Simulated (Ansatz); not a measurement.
SiO₂:
Space group Ima2 (No. 46); a = 9.840 Å, b = 8.544 Å, c = 5.102 Å, α = 90.00°, β = 90.00°, γ = 90.00°

```
atom  site  symmetry       x       y       z
----  ----  --------  ------  ------  ------
Si      8c         1  0.0921  0.6501  0.0004
O       8c         1  0.5589  0.2131  0.2094
O       4a       ..2  0.0000  0.0000  0.5622
O       4b       m..  0.2500  0.6003  0.0237
```
(The calculation used a cell of 12 atoms; values per cell refer to that cell.)

Relaxed with r²SCAN. DFT-r²SCAN in the program Ansatz with PAW potentials gives a gap of 6.46 eV.

**Question.** What gap does HSE06 give on the same cell (Ansatz, PAW)?

**Answer.** 7.45 eV, 1.00 eV more. The hybrid was solved on a coarser mesh and at special points; the gap given is the minimum over both.

| k | v1 r²SCAN | c1 r²SCAN | v1 HSE06 | c1 HSE06 |
|---|---|---|---|---|
| Γ | -0.24 | 6.46 | -0.25 | 7.45 |
| X | -0.02 | 8.38 | … | … |
| S | 0.00 | 8.79 | 0.00 | 9.79 |
| R | -0.17 | 8.77 | … | … |
| T | -0.09 | 7.51 | -0.09 | 8.60 |
| W | -0.19 | 9.18 | … | … |
| Y0 | -0.02 | 8.33 | -0.02 | 9.42 |
| Λ0 | 0.00 | 9.01 | … | … |

**Question.** Top valence (v1) and lowest conduction level (c1) in eV from each method's valence maximum (which need not be a listed point): supply the withheld HSE06 values.

**Answer.** 
- R, v1 HSE06: -0.18
- R, c1 HSE06: 9.75
- Λ0, v1 HSE06: 0.00
- Λ0, c1 HSE06: 9.94
- W, v1 HSE06: -0.20
- W, c1 HSE06: 10.10
- X, v1 HSE06: -0.02
- X, c1 HSE06: 9.39

Cost on shared cores: the r²SCAN run (SCF on a 6×6×6 mesh, then bands and DOS) roughly 11 core-minutes, the HSE06 run (SCF on 4×4×4, then a few points) about 10 core-minutes (a rough figure); the tasks are unlike.

The workflow started from a Materials Project entry (that database holds measured and hypothetical structures alike); the Crystallography Open Database copy checked does not list it. It is not the phase usual at ambient conditions (space group No. 92, 152, 154). The cell was relaxed with r²SCAN under the symmetry of its start; whether a distortion lowers the energy is not shown.

Potentials: the earlier of the program's two PAW sets. The files were generated under PBE; for other functionals the program regenerates the frozen cores, and for LDA and PBEsol the local potential too.
